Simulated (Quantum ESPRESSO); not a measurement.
Band energies of Ba2MgWO6

```
CELL_PARAMETERS angstrom
      0.00000     4.11818     4.11818
      4.11818     0.00000     4.11818
      4.11818     4.11818     0.00000
ATOMIC_POSITIONS crystal
  O  0.76132 0.76132 0.23868
  O  0.23868 0.23868 0.76132
  O  0.23868 0.76132 0.76132
  O  0.76132 0.23868 0.23868
  O  0.76132 0.23868 0.76132
  O  0.23868 0.76132 0.23868
  Mg 0.50000 0.50000 0.50000
  Ba 0.75000 0.75000 0.75000
  Ba 0.25000 0.25000 0.25000
  W  0.00000 0.00000 0.00000
```

norm-conserving LDA (Quantum ESPRESSO, 84 Ry, scalar-relativistic); path ΓXWKΓLUWLK,UX; energies in eV from the valence-band maximum.

```
k (1/Å)  point  band 36  band 37  band 38  band 39  band 40  band 41  band 42  band 43
-------  -----  -------  -------  -------  -------  -------  -------  -------  -------
0.00         Γ    -0.32    -0.32     0.00     0.00     0.00     2.97     2.97     2.97
0.19              -0.42    -0.42    -0.11    -0.11    -0.01     2.92     3.10     3.10
0.38              -0.64    -0.64    -0.37    -0.37    -0.02     2.82     3.40     3.40
0.76         X    -0.96    -0.96    -0.78    -0.78    -0.05     2.69     3.76     3.76
0.76         W    -1.15    -1.10    -0.91    -0.39    -0.39     3.22     3.22     3.75
1.03         K    -0.98    -0.81    -0.78    -0.74    -0.20     2.95     3.58     3.63
1.23              -1.02    -0.67    -0.54    -0.49    -0.38     3.19     3.33     3.44
1.44              -0.72    -0.57    -0.33    -0.30    -0.21     3.11     3.23     3.24
1.84         Γ    -0.32    -0.32     0.00     0.00     0.00     2.97     2.97     2.97
2.01              -0.36    -0.36    -0.07    -0.07    -0.04     3.00     3.03     3.03
2.34              -0.55    -0.55    -0.43    -0.43    -0.29     3.16     3.24     3.24
2.50         L    -0.57    -0.57    -0.54    -0.54    -0.38     3.19     3.28     3.28
2.97         U    -0.98    -0.81    -0.78    -0.74    -0.20     2.95     3.58     3.63
2.97         W    -1.15    -1.10    -0.91    -0.39    -0.39     3.22     3.22     3.75
3.24              -0.92    -0.72    -0.69    -0.45    -0.39     3.21     3.24     3.53
3.37              -0.66    -0.60    -0.58    -0.52    -0.39     3.20     3.26     3.35
3.51         L    -0.57    -0.57    -0.54    -0.54    -0.38     3.19     3.28     3.28
3.63              -0.64    -0.58    -0.57    -0.53    -0.39     3.20     3.28     3.32
3.74              -0.88    -0.65    -0.62    -0.56    -0.35     3.14     3.36     3.43
3.98         K    -0.98    -0.81    -0.78    -0.74    -0.20     2.95     3.58     3.63
3.98         U    -0.98    -0.81    -0.78    -0.74    -0.20     2.95     3.58     3.63
4.25         X    -0.96    -0.96    -0.78    -0.78    -0.05     2.69     3.76     3.76
```

The LDA gap is indirect, 2.69 eV, from Γ to X; the smallest direct gap is 2.74 eV.

Without spin-orbit coupling, band edges of such heavy elements can be off by tenths of an eV.

Geometry of the Materials Project entry, not relaxed at this level.
